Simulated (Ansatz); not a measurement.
LiF (Fm-3m): one-shot GW input and result

Level of theory: Ansatz, G0W0@PBE, plasmon-pole screening, hard PAW set made for 700 eV.

The input was:

```json
{
 "crystal": {"lattice": [[0.0, 2.005, 2.005], [2.005, 0.0, 2.005], [2.005, 2.005, 0.0]], "atoms": [{"symbol": "Li", "position": [0, 0, 0]}, {"symbol": "F", "position": [0.5, 0.5, 0.5]}]},
 "kpoints": {"mp_grid": {"grid": [4, 4, 4], "shift": [0, 0, 0]}},
 "hamiltonian": {"xc": "pbe", "pseudopotentials": {"kind": "paw", "azcp": {"Li": "pseudopotentials/Li.paw.azcp", "F": "pseudopotentials/F.paw.azcp"}}},
 "scf": {"occupations": {"method": "fixed"}, "convergence": {"dr2_threshold": "1e-9 eV"}, "lower_state_search": "off"},
 "output": {"forces": false, "stress": false},
 "gw": {"n_empty_bands": 76, "ecut_chi": 113.3, "qp_bands": ["v1", "c1"], "qp_kpoints": [[0, 0, 0], [0, 0.5, 0.5], [0, 0, 0.5]], "ecutfock_ratio": 2},
 "basis": {"ecutwfc": 700}
}
```

The input is rewritten from the run's settings (development build, wave cutoff 700 eV).

Linearised quasiparticle energies, zero at the top filled Kohn-Sham level among these points. VB is the top filled band, CB the lowest empty one.

```tsv
k	band	ε_KS (eV)	Σx − Vxc (eV)	Σc (eV)	Z	ε_QP (eV)
Γ	VB	0.00	-7.70	4.57	0.83	-2.60
Γ	CB	9.19	5.01	-3.25	0.89	10.76
L	VB	-0.23	-7.77	4.57	0.83	-2.89
L	CB	10.85	5.16	-3.36	0.90	12.46
X	VB	-1.02	-7.91	4.50	0.83	-3.84
X	CB	14.94	6.16	-3.28	0.87	17.44
```

The gap (direct at Γ) opens from 9.19 eV to 13.36 eV.

Electronic (ion-clamped) dielectric constant on this mesh, from the head of the inverse dielectric matrix: 2.0.

The mesh is coarse, so these are values at the stated settings, not converged ones. Band sums or response are cut, so the gap isn't at its basis limit.
